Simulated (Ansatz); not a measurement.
CsPbCl3:
Space group Amm2 (No. 38); a = 5.6152 Å, b = 10.7377 Å, c = 10.7771 Å, α = β = γ = 90.00°

```csv
atom,site,symmetry,x,y,z
Cs,2b,mm2,0.5000,0.5000,0.4961
Cs,2b,mm2,0.5000,0.5000,0.0384
Pb,4d,m..,0.0000,0.2446,0.2578
Cl,4d,m..,0.0000,0.3196,0.0091
Cl,4e,m..,0.5000,0.2523,0.2607
Cl,2a,mm2,0.0000,0.0000,0.1707
Cl,2a,mm2,0.0000,0.0000,0.8115
```
(The calculation used a cell of 10 atoms; values per cell refer to that cell.)

Relaxed with LDA.

**Question.** Which orbitals make up the states near the band edges in plane-wave PAW LDA (Ansatz code)?

**Answer.** Top 1 eV of the valence band: Cl 3p 67 %, Pb 6s 26 %, Pb 6p 5 %. Bottom 1 eV of the conduction band: Pb 6p 77 %, Cl 3p 9 %, Cl 3s 8 %, outside the projected shells 6 %. Projections are on Löwdin-orthogonalised atomic valence shells; empty p or d shells of many metals are not among them.

**Question.** Tabulate the density of states.

**Answer.** States/eV per cell of 10 atoms, in 0.25 eV bins, energy from the valence-band maximum.

| E (eV) | total | Cl 3p | Cs 5p | Pb 6p |
|---|---|---|---|---|
| -7.90 | 3.69 | 0.81 | 0.36 | 0.04 |
| -7.65 | 19.36 | 1.10 | 16.59 | 0.11 |
| -7.40 | 31.71 | 1.04 | 28.94 | 0.10 |
| -7.15 | 0.78 | 0.10 | 0.11 | 0.01 |
| -6.90 | 0.21 | 0.02 | 0.00 | 0.00 |
| -6.65 | 0.00 | 0.00 | 0.00 | 0.00 |
| -6.40 | 0.00 | 0.00 | 0.00 | 0.00 |
| -6.15 | 0.00 | 0.00 | 0.00 | 0.00 |
| -5.90 | 0.00 | 0.00 | 0.00 | 0.00 |
| -5.65 | 0.00 | 0.00 | 0.00 | 0.00 |
| -5.40 | 0.00 | 0.00 | 0.00 | 0.00 |
| -5.15 | 0.00 | 0.00 | 0.00 | 0.00 |
| -4.90 | 0.00 | 0.00 | 0.00 | 0.00 |
| -4.65 | 0.00 | 0.00 | 0.00 | 0.00 |
| -4.40 | 7.93 | 5.78 | 0.09 | 1.98 |
| -4.15 | 7.60 | 5.64 | 0.06 | 1.73 |
| -3.90 | 5.69 | 4.30 | 0.05 | 1.12 |
| -3.65 | 3.77 | 2.90 | 0.04 | 0.63 |
| -3.40 | 9.86 | 8.11 | 0.08 | 0.94 |
| -3.15 | 10.78 | 9.33 | 0.15 | 0.59 |
| -2.90 | 14.08 | 13.08 | 0.32 | 0.34 |
| -2.65 | 22.49 | 21.67 | 0.24 | 0.16 |
| -2.40 | 28.18 | 27.20 | 0.35 | 0.22 |
| -2.15 | 17.64 | 17.20 | 0.20 | 0.07 |
| -1.90 | 2.93 | 2.58 | 0.02 | 0.04 |
| -1.65 | 3.01 | 2.38 | 0.01 | 0.08 |
| -1.40 | 3.82 | 2.83 | 0.00 | 0.14 |
| -1.15 | 2.80 | 1.96 | 0.00 | 0.13 |
| -0.90 | 2.10 | 1.42 | 0.00 | 0.10 |
| -0.65 | 0.87 | 0.57 | 0.00 | 0.05 |
| -0.40 | 0.36 | 0.23 | 0.00 | 0.02 |
| -0.15 | 0.07 | 0.05 | 0.00 | 0.00 |
| 0.10 | 0.00 | 0.00 | 0.00 | 0.00 |
| 0.35 | 0.00 | 0.00 | 0.00 | 0.00 |
| 0.60 | 0.00 | 0.00 | 0.00 | 0.00 |
| 0.85 | 0.00 | 0.00 | 0.00 | 0.00 |
| 1.10 | 0.00 | 0.00 | 0.00 | 0.00 |
| 1.35 | 0.00 | 0.00 | 0.00 | 0.00 |
| 1.60 | 0.00 | 0.00 | 0.00 | 0.00 |
| 1.85 | 0.00 | 0.00 | 0.00 | 0.00 |
| 2.10 | 0.30 | 0.01 | 0.00 | 0.25 |
| 2.35 | 1.44 | 0.09 | 0.00 | 1.15 |
| 2.60 | 3.72 | 0.32 | 0.01 | 2.87 |
| 2.85 | 5.05 | 0.53 | 0.01 | 3.76 |
| 3.10 | 4.25 | 0.54 | 0.01 | 3.04 |
| 3.35 | 3.96 | 0.58 | 0.01 | 2.73 |
| 3.60 | 3.60 | 0.57 | 0.01 | 2.32 |
| 3.85 | 3.09 | 0.46 | 0.01 | 1.59 |
| 4.10 | 3.77 | 0.61 | 0.01 | 1.96 |
| 4.35 | 4.53 | 0.71 | 0.01 | 2.30 |
| 4.60 | 7.20 | 0.92 | 0.01 | 2.88 |
| 4.85 | 8.40 | 1.01 | 0.01 | 2.96 |
| 5.10 | 10.83 | 1.04 | 0.01 | 2.74 |
| 5.35 | 5.21 | 0.37 | 0.01 | 0.79 |
| 5.60 | 11.78 | 0.37 | 0.01 | 0.82 |
| 5.85 | 12.76 | 0.37 | 0.01 | 0.82 |
| 6.10 | 8.34 | 0.32 | 0.00 | 0.78 |
| 6.35 | 8.55 | 0.18 | 0.00 | 0.31 |
| 6.60 | 11.02 | 0.16 | 0.00 | 0.18 |

The workflow started from a Materials Project entry (that database holds measured and hypothetical structures alike); the Crystallography Open Database copy checked does not list it. COD files the formula under space group No. 221, so this cell is another polymorph or a model. Its standing as an ambient phase is unchecked. The cell was relaxed with LDA under the symmetry of its start; phonons on a q-mesh show weakly imaginary modes. Scalar-relativistic: spin–orbit coupling is off unless named, which matters more the heavier the elements.

Potentials: the later of the program's two PAW sets.
